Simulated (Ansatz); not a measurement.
An Ansatz (a first-principles code) run. Input:

Ansatz 0.2 input:
```yaml
crystal:
  lattice:
    - [3.7777368213, 2.1810773707, 7.1778476936]
    - [-3.7777368213, 2.1810773707, 7.1778476936]
    - [0.0, -4.3621547414, 7.1778476936]
  atoms:
    - { symbol: Cs, position: [0.8880517815, 0.8880517815, 0.8880517815] }
    - { symbol: Cs, position: [0.1119482185, 0.1119482185, 0.1119482185] }
    - { symbol: Zr, position: [0.5, 0.5, 0.5] }
    - { symbol: Ag, position: [0.0, 0.5, 0.5] }
    - { symbol: Ag, position: [0.5, 0.0, 0.5] }
    - { symbol: Ag, position: [0.5, 0.5, 0.0] }
    - { symbol: F, position: [0.4234368164, 0.4234368164, 0.8082874378] }
    - { symbol: F, position: [0.5765631836, 0.5765631836, 0.1917125622] }
    - { symbol: F, position: [0.8082874378, 0.4234368164, 0.4234368164] }
    - { symbol: F, position: [0.1917125622, 0.5765631836, 0.5765631836] }
    - { symbol: F, position: [0.4234368164, 0.8082874378, 0.4234368164] }
    - { symbol: F, position: [0.5765631836, 0.1917125622, 0.5765631836] }
    - { symbol: F, position: [0.5716962272, 0.1742224132, 0.1742224132] }
    - { symbol: F, position: [0.4283037728, 0.8257775868, 0.8257775868] }
    - { symbol: F, position: [0.1742224132, 0.5716962272, 0.1742224132] }
    - { symbol: F, position: [0.8257775868, 0.4283037728, 0.8257775868] }
    - { symbol: F, position: [0.1742224132, 0.1742224132, 0.5716962272] }
    - { symbol: F, position: [0.8257775868, 0.8257775868, 0.4283037728] }
kpoints:
  mp_grid: { grid: [7, 7, 7] }
hamiltonian:
  xc: r2scan
  pseudopotentials: { kind: paw }
scf:
  occupations: { method: gaussian, width: 0.05 }
checkpoint: { read: metal.run }
output: { write_density: true, elf: true, volumetric_format: npy }
basis: { fft_grid_basis: typed }
```

Output (shortened):

```
Pseudopotentials: kind: paw
Pseudopotential: Cs, paw, valence charge 9
Pseudopotential: Zr, paw, valence charge 12
Pseudopotential: Ag, paw, valence charge 19
Pseudopotential: F, paw, valence charge 7
Functional definition: r2SCAN
Crystal: 18 atoms, lattice volume = 354.853 Å³
Basis set: ecut = 500 eV, 9063 PW (Γ), exchange–correlation on 256×256×256 points (64 copies of the dense FFT grid, shifted against one another)
Bands: 122, of which v1, the nominal top of the filled ones, is band 86 counted from 1 (85 counted from 0)
Symmetry: 12 space group operations
Space group: R-3m (ITA 166), of the structure as read, at distance tolerance 7.1e-5 Å
k-points: 44 of 343
PAW frozen core: Cs, regenerated for the run's functional
PAW frozen core: Zr, regenerated for the run's functional
PAW frozen core: Ag, regenerated for the run's functional
PAW frozen core: F, regenerated for the run's functional
Initial density: read from a saved state, or passed on in memory by an earlier SCF of this step, an earlier step, the calling program or the single point that …
Stability of the state it starts from, as read at its close in the unpolarized treatment …
Initial wavefunctions: pseudopotential atomic-orbital guess
Eigensolver: davidson
Functional: x = r2scan, c = r2scan; τ floored in thin density (d = 2e-4 eV/Å³)
iter 1 solved again at ethr=1.70e-7 eV; its pass at ethr=3.10e-3 eV (dr2=2.90e-4 eV) is discarded
SCF iter   1: F=—  HF=-48105.268246 eV  |F-HF|=—  |Δ(HF+E_count)|=         —  Δρ=3.33e-7  dr2=1.40e-10  dr2_τ=7.26e-11  ethr=1.70e-7  ⟨swp⟩=5.6  Hψ=37790  notcnv=0  defer=2
all-band conjugate gradients solve this SCF's bands
preconditioner: auto → LDOS
SCF iter   2: F=—  HF=-48105.268685 eV  |F-HF|=—  |Δ(HF+E_count)|=   4.39e-4  Δρ=3.58e-7  dr2=2.31e-10  dr2_τ=7.16e-11  ethr=1.00e-12  ⟨swp⟩=10.1  Hψ=27201  notcnv=0
SCF iter   3: F=-48105.268685 eV  HF=-48105.268685 eV  |F-HF|=7.28e-12  |Δ(HF+E_count)|=  4.37e-11  Δρ=1.89e-7  dr2=3.94e-11  dr2_τ=2.30e-11  ethr=1.00e-12  ⟨swp⟩=1.0  Hψ=10954  notcnv=0
SCF 1 converged in 3 iterations: F = -48105.268685 eV  dr2 = 3.94e-11
SCF converged after 3 iterations
Free energy (F): -48105.268685 eV
Harris-Foulkes:  -48105.268685 eV  (|F-HF|=7.28e-12)
Internal energy: -48105.260584 eV  (E = F + TS)
E sigma→0 (E₀):  -48105.264634 eV
Entropy (-TS):   -0.008101 eV (-0.450 meV/atom)
Fermi energy:    3.366292 eV
--- Per-component energies (eV) ---
  E_band       = -2313.458669
  E_kinetic    = 4680.327906
  E_local      = -24516.430039  (includes V_loc(G=0)·N_el)
  E_nonlocal   = 1258.346943
  E_hartree    = 10482.036128
  E_xc         = -1960.549200
  E_vxc        = -2661.345025  (∫ρ·V_xc dr)
  E_paw        = -27355.185756  (= ΣΔE_a)
  E_vpaw       = -2224.397533  (= ΣTr[D̂ρ^β])
  E_aug_tail   = 0.012462  (compensation charges beyond the density's cutoff)
  E_vtau       = 185.954199  (kinetic-family band-sum trace: ∫τ·v_τ [+ j·A + Jᵃ·Aᵃ] dr)
  E_ewald      = -10691.849415
  E_core_change = -1.969614  (= ΣΔE_core)
  E_smearing   = -0.008101  (= −TS)
  E_closure    =  0.000000  (closes the sum)
  Σ components = -48105.268685   (vs F -48105.268685, Δ=0.00e0)
  [band-id]    e_kinetic+e_local+e_nonlocal+2·e_hartree+e_vxc+e_vpaw+e_augmentation_tail+e_vtau = -2313.458830   (vs E_band -2313.458669, Δ=-1.61e-4)
--- Band table (eV; the first three rows and the last of 44) ---
  k-point 0: bands = ["-89.6933", "-89.6931", "-89.6931", "-52.4959", "-52.4959", "-52.4927", "-52.4801", "-52.4755", "-52.4755", "-51.9575", "-51.9568", "-51.9568", "-46.3531", "-24.3621", "-24.3621", "-24.3092", "-20.3142", "-20.1091", "-20.1091", "-20.0285", "-20.0285", "-19.9934", "-19.9252", "-19.9232", "-19.9232", "-18.9528", "-18.8959", "-18.8959", "-17.1498", "-17.1380", "-3.7379", "-3.7200", "-3.7200", "-3.5974", "-3.5974", "-3.5516", "-3.1122", "-3.0369", "-3.0369", "-1.9920", "-1.7965", "-1.7965", "-1.6362", "-1.4228", "-1.4228", "-1.3594", "-1.2397", "-1.0874", "-1.0874", "-0.9704", "-0.9704", "-0.7653", "-0.5751", "-0.4722", "-0.4722", "-0.3170", "-0.3035", "-0.3035", "-0.0591", "-0.0543", "-0.0543", "0.1417", "0.1417", "0.1499", "0.2030", "0.2030", "0.2929", "0.2929", "0.3068", "0.3068", "0.3628", "0.4347", "0.7760", "0.7760", "0.8858", "0.8858", "1.0083", "1.0091", "1.6319", "1.6319", "2.0081", "2.1557", "2.3183", "2.3183", "3.1558", "3.1558", "4.4947", "7.4867", "8.5493", "8.6738", "8.6738", "10.2702", "10.2702", "10.5969", "10.6520", "10.9372", "11.0629", "11.0629", "11.1127", "11.2930", "11.2930", "11.9395", "11.9395", "12.6008", "12.6008", "12.8641", "13.2342", "13.2342", "13.7442", "14.1917", "14.1917", "14.3290", "14.5122", "14.5122", "15.0680", "15.3022", "15.3022", "16.3583", "16.3583", "16.6939", "16.8734", "17.2647"]
  k-point 1: bands = ["-89.6933", "-89.6931", "-89.6931", "-52.4958", "-52.4957", "-52.4929", "-52.4799", "-52.4757", "-52.4755", "-51.9575", "-51.9568", "-51.9568", "-46.3531", "-24.3622", "-24.3621", "-24.3092", "-20.3037", "-20.1159", "-20.1094", "-20.0284", "-20.0281", "-19.9990", "-19.9254", "-19.9232", "-19.9209", "-18.9532", "-18.8966", "-18.8959", "-17.1494", "-17.1385", "-3.7307", "-3.7142", "-3.7080", "-3.6019", "-3.6011", "-3.5537", "-3.0861", "-3.0043", "-2.9639", "-1.9595", "-1.7961", "-1.7952", "-1.6071", "-1.5376", "-1.4803", "-1.3679", "-1.2973", "-1.1974", "-1.1110", "-0.9569", "-0.8609", "-0.7796", "-0.5971", "-0.5660", "-0.5082", "-0.3453", "-0.3258", "-0.2327", "-0.1555", "-0.0802", "-0.0552", "0.0990", "0.1043", "0.1620", "0.1754", "0.1980", "0.2452", "0.2884", "0.2955", "0.3422", "0.3791", "0.4569", "0.8716", "0.9061", "0.9368", "0.9970", "1.0376", "1.0935", "1.6076", "1.6315", "1.9824", "2.1501", "2.3124", "2.3188", "3.1492", "3.1797", "4.4183", "7.6276", "8.5507", "8.6765", "8.6795", "10.1777", "10.2897", "10.5267", "10.6566", "10.7274", "11.0678", "11.1420", "11.1547", "11.1722", "11.4731", "12.1028", "12.1764", "12.5467", "12.5588", "12.7815", "13.1390", "13.2034", "13.5535", "13.7343", "13.9096", "14.4582", "14.7757", "14.8622", "15.3204", "15.3922", "15.4551", "16.3135", "16.3846", "16.7346", "16.9958", "17.0907"]
  k-point 2: bands = ["-89.6932", "-89.6932", "-89.6931", "-52.4958", "-52.4953", "-52.4932", "-52.4794", "-52.4763", "-52.4755", "-51.9574", "-51.9569", "-51.9568", "-46.3531", "-24.3623", "-24.3621", "-24.3092", "-20.2760", "-20.1356", "-20.1102", "-20.0281", "-20.0273", "-20.0085", "-19.9263", "-19.9232", "-19.9180", "-18.9540", "-18.8980", "-18.8960", "-17.1482", "-17.1397", "-3.7161", "-3.7011", "-3.6827", "-3.6086", "-3.6080", "-3.5575", "-3.0663", "-2.8544", "-2.7565", "-1.8900", "-1.8776", "-1.8118", "-1.7950", "-1.6658", "-1.5085", "-1.4221", "-1.2494", "-1.2413", "-1.1081", "-1.1031", "-0.8175", "-0.8081", "-0.7072", "-0.5969", "-0.5891", "-0.4737", "-0.4354", "-0.2584", "-0.2357", "-0.1127", "-0.0655", "0.0640", "0.0823", "0.1366", "0.1825", "0.2340", "0.2566", "0.2865", "0.3419", "0.3513", "0.4051", "0.5276", "0.9327", "0.9887", "1.1566", "1.1704", "1.1786", "1.2906", "1.5499", "1.6186", "1.9185", "2.1445", "2.3037", "2.3210", "3.1254", "3.2671", "4.2119", "8.0193", "8.5541", "8.6829", "8.6913", "9.8468", "10.3302", "10.3590", "10.5543", "10.7408", "10.9127", "11.0029", "11.3658", "11.3909", "11.7673", "12.3497", "12.3713", "12.3903", "12.3959", "12.5765", "12.9326", "13.1580", "13.2289", "13.5466", "13.9976", "14.5852", "15.1497", "15.2002", "15.2961", "15.5107", "15.7193", "16.2174", "16.3991", "16.5567", "16.6066", "17.0341"]
  k-point 43: bands = ["-89.6933", "-89.6931", "-89.6931", "-52.4958", "-52.4957", "-52.4929", "-52.4799", "-52.4757", "-52.4755", "-51.9575", "-51.9568", "-51.9568", "-46.3531", "-24.3624", "-24.3624", "-24.3095", "-20.2964", "-20.1111", "-20.1050", "-20.0307", "-20.0305", "-20.0110", "-19.9213", "-19.9207", "-19.9176", "-18.9559", "-18.9003", "-18.9003", "-17.1457", "-17.1421", "-3.7091", "-3.6986", "-3.6620", "-3.6239", "-3.6106", "-3.5843", "-3.0863", "-2.9966", "-2.9581", "-1.9843", "-1.7385", "-1.7082", "-1.5082", "-1.4507", "-1.3084", "-1.2852", "-1.2486", "-1.0741", "-1.0025", "-0.9519", "-0.9246", "-0.8796", "-0.7707", "-0.6976", "-0.6589", "-0.6044", "-0.5471", "-0.4439", "-0.2525", "-0.1424", "-0.0526", "0.0303", "0.0616", "0.0866", "0.0969", "0.1832", "0.2281", "0.2583", "0.2609", "0.5179", "0.5291", "0.6191", "0.9017", "0.9188", "0.9515", "1.0419", "1.0575", "1.1767", "1.6206", "1.6435", "1.9739", "2.3444", "2.3644", "2.3729", "3.1454", "3.1817", "4.4184", "8.2864", "8.5204", "8.6636", "8.6655", "9.2710", "10.2861", "10.2924", "10.3746", "10.4631", "10.8624", "11.4646", "11.6971", "11.8688", "12.1016", "12.2331", "12.3889", "12.5085", "12.5524", "12.5819", "12.6450", "12.7177", "13.2194", "13.3015", "13.7665", "14.8067", "14.8590", "14.9879", "15.4606", "15.7955", "15.8112", "16.0356", "16.3470", "16.4725", "16.7139", "17.0467"]
  band table: 122 of 122 bands, residual norms ≤ 1.0e-3 eV
```

Cost: about 2.7 core-minutes (a rough figure) on shared cores.

The start of the workflow was typed in or built on a structure type; neither database checked (COD, Materials Project) lists it. Whether it is the stable phase at ambient conditions was not checked. Symmetry was held in the r²SCAN relaxation; whether a distortion lowers the energy is not shown. No spin polarisation was allowed. With an odd number of electrons in the cell and no spin polarisation, the count alone makes it a metal. Spin–orbit coupling is left out wherever it is not named.

Potentials: the later of the program's two PAW sets.

Ansatz is a plane-wave DFT program.
